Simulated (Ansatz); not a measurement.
FeSe2 in space group Pnnm (No. 58; Fe on 2a, Se on 4g) at seven volumes, DFT-r²SCAN in the program Ansatz with PAW potentials, shape and atoms relaxed at each. One row is withheld.

```
V (Å³/atom)  P (GPa)
-----------  -------
14.970         14.71
15.463          8.94
15.957          4.09
16.450          0.00
16.944             ?
17.437         -6.33
17.931         -8.77
```

**Question.** Fit the shown pressures and predict the withheld one.

**Answer.** Third-order Birch–Murnaghan: P = (3/2)B₀(x^(7/2) − x^(5/2))[1 + (3/4)(B′ − 4)(x − 1)] with x = (V₀/V)^(2/3). Least squares on the six rows gives V₀ = 16.451 Å³/atom, B₀ = 124.7 GPa, B′ = 4.73. At V = 16.944, x = 0.9805 and P = -3.43 GPa. The run itself gave -3.44 GPa.

The first step of the workflow began from a Materials Project structure, measured or hypothetical; the Crystallography Open Database files this formula in space group No. 58, but the cells were not matched. Whether it is the stable phase at ambient conditions was not checked. Symmetry was held in the r²SCAN relaxation; its stability against distortions is not shown here. The run is not spin-polarised.

Potentials: the later of the program's two PAW sets.
